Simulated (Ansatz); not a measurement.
CdSe with oxygen replacing Se: gradients before and after relaxing the atoms

Start: a supercell of CdSe (wurtzite type, P6_3mc) built from a structure deposited in the COD (the entry's cell lengths or inner coordinates differ somewhat from later room-temperature determinations), with all atoms left at the host's positions.

```
Cd O Se
1.0
    12.90000    0.00000    0.00000
    -4.30000    7.44782    0.00000
     0.00000    0.00000   14.04000
Cd O Se
24 1 23
Direct
  0.11111 0.33333 0.00000
  0.11111 0.33333 0.50000
  0.11111 0.83333 0.00000
  0.11111 0.83333 0.50000
  0.44444 0.33333 0.00000
  0.44444 0.33333 0.50000
  0.44444 0.83333 0.00000
  0.44444 0.83333 0.50000
  0.77778 0.33333 0.00000
  0.77778 0.33333 0.50000
  0.77778 0.83333 0.00000
  0.77778 0.83333 0.50000
  0.22222 0.16667 0.25000
  0.22222 0.16667 0.75000
  0.22222 0.66667 0.25000
  0.22222 0.66667 0.75000
  0.55556 0.16667 0.25000
  0.55556 0.16667 0.75000
  0.55556 0.66667 0.25000
  0.55556 0.66667 0.75000
  0.88889 0.16667 0.25000
  0.88889 0.16667 0.75000
  0.88889 0.66667 0.25000
  0.88889 0.66667 0.75000
  0.11111 0.33333 0.19250
  0.11111 0.33333 0.69250
  0.11111 0.83333 0.19250
  0.11111 0.83333 0.69250
  0.44444 0.33333 0.19250
  0.44444 0.33333 0.69250
  0.44444 0.83333 0.19250
  0.44444 0.83333 0.69250
  0.77778 0.33333 0.19250
  0.77778 0.33333 0.69250
  0.77778 0.83333 0.19250
  0.77778 0.83333 0.69250
  0.22222 0.16667 0.44250
  0.22222 0.16667 0.94250
  0.22222 0.66667 0.44250
  0.22222 0.66667 0.94250
  0.55556 0.16667 0.44250
  0.55556 0.16667 0.94250
  0.55556 0.66667 0.44250
  0.55556 0.66667 0.94250
  0.88889 0.16667 0.44250
  0.88889 0.16667 0.94250
  0.88889 0.66667 0.44250
  0.88889 0.66667 0.94250
```

Sites (sets of like atoms) are named by element and the number of their first atom in this list.

All values are calculated (Ansatz; DFT, PBE, plane waves and PAW, scalar-relativistic, 420 eV cutoff, Γ-centred 2×3×2 k-points, Fermi–Dirac smearing 0.01 eV), not measured.

The largest force at the start is 1.5 eV/Å. Relaxing the ions at fixed cell moves them by 0.422 Å at most (atom 1, Cd) and 0.133 Å rms.

```csv
site,atom,moved (Å),first shell before,first shell after,V_zz before (10²¹ V/m²),η before
Cd1,1,0.422,3 Se at 2.61 Å; also 1 O at 2.70 Å,"1 O at 2.26 Å, 3 Se at 2.67 Å",8.65,0.00
Cd2,2,0.111,4 Se at 2.61–2.70 Å,4 Se at 2.62–2.64 Å,3.07,0.00
Cd7,7,0.032,4 Se at 2.61–2.70 Å,4 Se at 2.63–2.65 Å,3.02,0.01
Cd11,11,0.025,4 Se at 2.61–2.70 Å,4 Se at 2.63–2.65 Å,3.01,0.01
Cd12,12,0.062,4 Se at 2.61–2.70 Å,4 Se at 2.64–2.66 Å,3.04,0.02
Cd13,13,0.331,3 Se at 2.61–2.70 Å; also 1 O at 2.61 Å,"1 O at 2.28 Å, 3 Se at 2.68–2.73 Å",5.24,0.70
Cd15,15,0.340,3 Se at 2.61–2.70 Å; also 1 O at 2.61 Å,"1 O at 2.27 Å, 3 Se at 2.68–2.71 Å",5.25,0.71
Cd21,21,0.368,3 Se at 2.61–2.70 Å; also 1 O at 2.61 Å,"1 O at 2.26 Å, 3 Se at 2.68–2.69 Å",5.29,0.71
O,25,0.026,4 Cd at 2.61–2.70 Å,4 Cd at 2.26–2.28 Å,-0.90,0.16
Se27,27,0.038,4 Cd at 2.61–2.70 Å,4 Cd at 2.64–2.73 Å,2.76,0.79
Se37,37,0.158,4 Cd at 2.61–2.70 Å,4 Cd at 2.64–2.68 Å,-1.24,0.20
Se38,38,0.110,4 Cd at 2.61–2.70 Å,4 Cd at 2.64–2.67 Å,-1.36,0.71
Se39,39,0.156,4 Cd at 2.61–2.70 Å,4 Cd at 2.64–2.68 Å,-1.25,0.20
Se40,40,0.106,4 Cd at 2.61–2.70 Å,4 Cd at 2.64–2.67 Å,-1.36,0.72
Se45,45,0.167,4 Cd at 2.61–2.70 Å,4 Cd at 2.64–2.68 Å,-1.25,0.23
Se46,46,0.120,4 Cd at 2.61–2.70 Å,4 Cd at 2.64–2.67 Å,-1.37,0.71
```

**Question.** How do the gradients change?

**Answer.** 

| site | atom | V_zz after | η after | change of V_zz |
| --- | --- | --- | --- | --- |
| Cd1 | 1 | -3.27 | 0.09 | -11.92 |
| Cd2 | 2 | -1.78 | 0.04 | -4.85 |
| Cd7 | 7 | 1.17 | 0.96 | -1.85 |
| Cd11 | 11 | 1.43 | 0.75 | -1.58 |
| Cd12 | 12 | 0.64 | 0.74 | -2.40 |
| Cd13 | 13 | -3.51 | 0.58 | -8.75 |
| Cd15 | 15 | -3.57 | 0.59 | -8.82 |
| Cd21 | 21 | -3.95 | 0.18 | -9.24 |
| O | 25 | 0.66 | 0.54 | – |
| Se27 | 27 | 7.84 | 0.43 | +5.08 |
| Se37 | 37 | 4.16 | 0.52 | – |
| Se38 | 38 | 5.20 | 0.50 | – |
| Se39 | 39 | 4.35 | 0.52 | – |
| Se40 | 40 | 5.17 | 0.51 | – |
| Se45 | 45 | 4.46 | 0.53 | – |
| Se46 | 46 | 5.33 | 0.44 | – |

The largest change of V_zz along a kept axis is on Cd1, from 8.65 to -3.27. In per cent, |V_zz| changes by -79 to -53 on Cd, +184 on Se (all sites that start above 0.5, bar those whose gradient vanishes or changes sign or whose main axis turns by over 40°). Where |V_zz| stays above 0.1 and the axes keep their order, η moves most on Cd7, from 0.01 to 0.96. V_zz changes sign on Cd1 (same axis), Cd21 (axis turned by 13°), Cd15 (axis turned by 11°), Cd13 (axis turned by 10°), Cd2 (same axis), Cd22 (axis turned by 39°), Se26 (same axis), Se36 (axis turned by 22°) and 6 more sites (not all in the table). On Se46, Se40, Se38, Se45, Se39, Se37, O, Cd14 and 15 more sites (not all in the table) the largest principal value lies along another axis in the second run, so the two V_zz can't be compared directly. The table leaves out 32 of the 48 sites, with |V_zz| up to 4.99; their tensors move by 4.07 at most along any direction. The statements above cover all sites. The host's own positions weren't relaxed first, so part of the change far from the defect can be the host's relaxation.

The defect repeats with the cell of 48 atoms, so it feels its images: sites between two images don't show the values beside a lone defect, and zeros or small values of η there can come from the images' arrangement. Cd and Se carry a gradient in the pure host already, so the values there aren't the defect's effect alone. Without spin–orbit coupling (the program notes it for Cd) the gradients can shift somewhat, as the gap is small.
Before: With a gap of 0.6 eV on this mesh, small gradients can still move by 0.1 × 10²¹ V/m² or more as the k-mesh gets denser. The neighbours have not yet relaxed around the defect (largest force 1.5 eV/Å), so a real crystal will differ.
After: With a gap of 0.4 eV on this mesh, small gradients can still move by 0.1 × 10²¹ V/m² or more as the k-mesh gets denser.
